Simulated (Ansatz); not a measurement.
Relaxed ZrC (rock salt):

```
ZrC
1.0
    0.00000     4.71144     4.71144
    2.35572     2.35572     4.71144
    2.35572     2.35572     0.00000
C Zr
2 2
Direct
  0.00000   0.00000   0.00000
  0.50000   0.00000   0.00000
  0.00000   0.50000   0.50000
  0.50000   0.50000   0.50000
```

A phonon eigenvector at X = (0.5, 0.5, 0.0) is frozen into this cell: atom i moves by Q times the vector below, so Q is the largest atomic displacement, in Å. The cell is held. It is one choice among 2 degenerate patterns. (q is in reciprocal vectors of the primitive cell; the cell shown is doubled to hold the pattern.)

```
atom      x       y      z
----  -----  ------  -----
C1    0.000   0.033  0.000
C2    0.000  -0.033  0.000
Zr3   0.000   1.000  0.000
Zr4   0.000  -1.000  0.000
```

Calculation: r2SCAN (plane waves to 500 eV, PAW, scalar-relativistic; Ansatz, a first-principles code). k mesh 17×17×17 (Γ-centred), Fermi-Dirac smearing 0.05 eV. With partly filled bands, energies and forces of such displacements shift with the k mesh and the smearing. ZrC is run without spin polarisation. ZrC was relaxed with its symmetry unable to fall. 

```csv
Q (Å),−dE/dQ from forces (eV/Å)
-0.100,2.989
-0.083,2.442
-0.067,1.923
-0.050,1.429
-0.033,0.950
-0.017,0.475
0.000,0.000
0.017,-0.475
0.033,-0.950
0.050,-1.429
0.067,-1.923
0.083,-2.442
0.100,-2.989
```

**Question.** What harmonic wavenumber does the curvature at Q = 0 give?

**Answer.** 206 cm⁻¹. E″ = 28.52 eV/Å², M = Σ mᵢ|uᵢ|² = 182.5 u, ν̃ = 521.5·√(|E″|/M).

(For displaced atoms, the force is minus the slope of the energy, and its curvature is a force constant, which sets phonon frequencies.)
